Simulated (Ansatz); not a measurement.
BeS:
Space group P6₄22 (No. 181); a = 3.4499 Å, b = 3.4499 Å, c = 7.8318 Å, α = 90.00°, β = 90.00°, γ = 120.00°

```
atom  site  symmetry       x       y       z
----  ----  --------  ------  ------  ------
Be      3c       222  0.5000  0.0000  0.0000
S       3d       222  0.5000  0.0000  0.5000
```

Relaxed with r²SCAN.

### Question
Tabulate the valence density and the electron localisation function along the shortest Be–S contact (2.16 Å), r²SCAN in the plane-wave PAW code Ansatz.

### Answer


```
distance from Be (Å)  density (e/Å³)   ELF
--------------------  --------------  ----
0.22                            0.09  0.00
0.32                            0.14  0.01
0.43                            0.19  0.10
0.54                            0.25  0.37
0.65                            0.30  0.69
0.76                            0.36  0.84
0.87                            0.42  0.89
0.97                            0.50  0.91
1.08                            0.62  0.92
1.19                            0.76  0.93
1.30                            0.94  0.93
1.41                            1.12  0.91
1.51                            1.23  0.86
1.62                            1.22  0.73
1.73                            1.05  0.45
1.84                            0.74  0.13
1.95                            0.41  0.01
```

The density is the valence pseudo-density with augmentation charge, so density and ELF within about 1 Å of a nucleus are not all-electron values.

Space group P6_422. The start of the workflow was typed in or built on a structure type; neither database checked (COD, Materials Project) lists it. COD files the formula under space group No. 216, so this cell is another polymorph or a model. Whether it is the stable phase at ambient conditions was not checked. The cell was relaxed with r²SCAN under the symmetry of its start; its stability against distortions is not shown here.

Potentials: the earlier of the program's two PAW sets.
